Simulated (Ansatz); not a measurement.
CuI (zinc blende), conventional cell a = b = c = 6.0230 Å, α = β = γ = 90.00°. The calculation uses the primitive cell of 2 atoms, to which meshes and values per cell refer.

The volume is varied about the relaxed value V₀ at fixed cell shape. Symmetry pins the atoms to their sites.

Calculation: r2SCAN (plane waves to 500 eV, PAW, scalar-relativistic; Ansatz, a program for electronic structure). k mesh 10×10×10 (Γ-centred), Fermi-Dirac smearing 0.05 eV. Energies are smeared free energies. CuI is run without spin polarisation. CuI was relaxed with its symmetry unable to fall. Spin-orbit coupling is left out, though I is heavy. The zero of ΔE is the relaxed starting cell.

```
V (Å³/atom)  ΔE (meV/atom)
-----------  -------------
24.581                46.2
25.264                24.6
25.946                10.3
26.629                 2.4
27.312                 0.0
27.995                 2.2
28.678                 8.5
29.360                18.1
30.043                30.7
```

Problem. What is the fitted pressure derivative B₀′?

Solution. 5.2.

Problem. What bulk modulus B₀ follows from a third-order Birch-Murnaghan fit?

Solution. 43.8 GPa. Check by three points about V = 27.312 Å³/atom, step 0.683: d²E/dV² ≈ (2.4 − 2·0.0 + 2.2) meV / 0.683² = 0.00987 eV/Å⁶, and V·d²E/dV² × 160.2 = 43.2 GPa.

(Under strain, the slope of the energy per volume gives the stress and its curvature an elastic modulus.)
